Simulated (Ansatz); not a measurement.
**Magnetic states of iron, A15**

These are results of Ansatz 0.2.0, DFT, LDA (PW92), plane waves (420 eV) with PAW, scalar-relativistic, not measurements. The PAW files were generated under PBE, with cores re-solved for the functional.

Each start was relaxed and then solved on a dense mesh, with Fermi-Dirac smearing of 0.05 eV (0.1 eV in a metal without spin) extrapolated to zero. Rows within 2 meV/atom of each other tie.

Question: Where does each start end, and how do the energies compare? Starts: ferromagnetic; non-magnetic.

Answer: 
```
        start                                 ends  ΔE (meV/atom)  V (Å³/atom)
ferromagnetic  ferromagnetic, net 1.91 μB per atom            0.0        10.50
 non-magnetic                    spin not included           27.3         9.81
```
